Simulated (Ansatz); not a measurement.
## Field gradients against strain in SnTe

```
CELL_PARAMETERS angstrom
0.00000 3.15650 3.15650
3.15650 0.00000 3.15650
3.15650 3.15650 0.00000
ATOMIC_POSITIONS crystal
Sn 0.00000 0.00000 0.00000
Te 0.50000 0.50000 0.50000
```

Atom numbers follow the list: Sn1, Te2.

Conventional cell: a = 6.313 Å, b = 6.313 Å, c = 6.313 Å, α = 90.00°, β = 90.00°, γ = 90.00°. Around Sn (atom 1) lie 6 Te at 3.16 Å. Around Te (atom 2) lie 6 Sn at 3.16 Å.

The cell is COD entry 9008726, as deposited and not checked against the literature; nothing was relaxed.

These are results of DFT, LDA, all-electron PAW with datasets made for the crystal, scalar-relativistic in Ansatz 0.2.0, not measurements.

The runs use a Γ-centred 11×11×11 k mesh, Fermi–Dirac smearing of 0.08 eV, cutoff 240 eV (chosen by the program for this cell), no spin polarisation.

The strain is applied along the Cartesian axes of the cell as listed (the other components stay zero). Fractional coordinates are held (clamped ions).

The columns are Cartesian components of the electric field gradient at the nuclei, in 10²¹ V/m².

No spin–orbit coupling: at heavy atoms the gradients can be off by tens of per cent for that reason.

Only quantities that a quadratic follows smoothly over the whole series are listed; rougher ones are left out.

```tsv
εzz	Vzz at Sn1	Vzz at Te2
-0.0300	-4.81	-1.27
-0.0200	-3.18	-0.81
-0.0100	-1.57	-0.38
0.0000	0.00	0.00
0.0200	3.02	0.59
0.0300	4.46	0.79
```

**Question.** Fit the series and give the gradient–strain slopes.

**Answer.** Least-squares fits y = p0 + p1 x + p2 x² to the rows give Vzz at Sn1: p1 = 155, p2 = -190; Vzz at Te2: p1 = 34.6, p2 = -260. The slopes p1 are in 10²¹ V/m² per unit strain, for clamped ions.

**Question.** One run, at εzz = 0.0100, is withheld. Predict its row.

**Answer.** The fits give 1.52, 0.32; the run gave 1.53, 0.32.
